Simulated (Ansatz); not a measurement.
# One relaxed cell of Ta3N5 at several levels

A database entry relaxed whole under r2SCAN at zero pressure (Cmcm, No. 63):

```
Ta N
1.0
     1.93637   -5.12929    0.00000
     1.93637    5.12929    0.00000
     0.00000    0.00000   10.29589
Ta N
6 10
Direct
  0.80334 0.19666 0.25000
  0.19666 0.80334 0.75000
  0.86656 0.13344 0.56002
  0.13344 0.86656 0.06002
  0.13344 0.86656 0.43998
  0.86656 0.13344 0.93998
  0.23702 0.76298 0.25000
  0.76298 0.23702 0.75000
  0.95301 0.04699 0.11871
  0.04699 0.95301 0.61871
  0.04699 0.95301 0.88129
  0.95301 0.04699 0.38129
  0.69212 0.30788 0.07407
  0.30788 0.69212 0.57407
  0.30788 0.69212 0.92593
  0.69212 0.30788 0.42593
```

Its volume is 12.78 Å³ an atom, +0.4 % against the entry's 12.73, a cell as deposited in COD (1991).

Single points on this cell with plane-wave PAW DFT (Ansatz 0.2.0; r2SCAN 500 eV, hybrids 420 eV; fermi-dirac occupations of width 0.020 eV; no moments): r2SCAN on a 6×6×4 Γ-centred mesh; r2SCAN with spin-orbit coupling on a 2×2×2 Γ-centred mesh; HSE06 on a 4×4×2 Γ-centred mesh; PBE0 on a 4×4×2 Γ-centred mesh.

**Question.** How do gap, pressure and charges move from level to level?

**Answer.** The runs give:

```tsv
level	gap (eV), or kind	pressure (GPa)	Bader charge of Ta (e)	Bader charge of N (e)
r2SCAN	1.61	0.0	+2.71	-1.62
r2SCAN with spin-orbit coupling	1.64	-1.3	+2.70	-1.62
HSE06	its mesh misses the band edges	-1.5	+2.75	-1.65
PBE0	its mesh misses the band edges	-1.5	+2.76	-1.66
```

Under r2SCAN the gap is 1.61 eV, over mesh and band path. Spin-orbit coupling moves the r2SCAN gap by +0.03 eV. The charge on Ta goes from +2.71 to +2.75 e under HSE06.

Caveats: the relaxation kept the start's symmetry; hybrid pressures are good to a few tenths of a GPa; pressure is positive in compression.
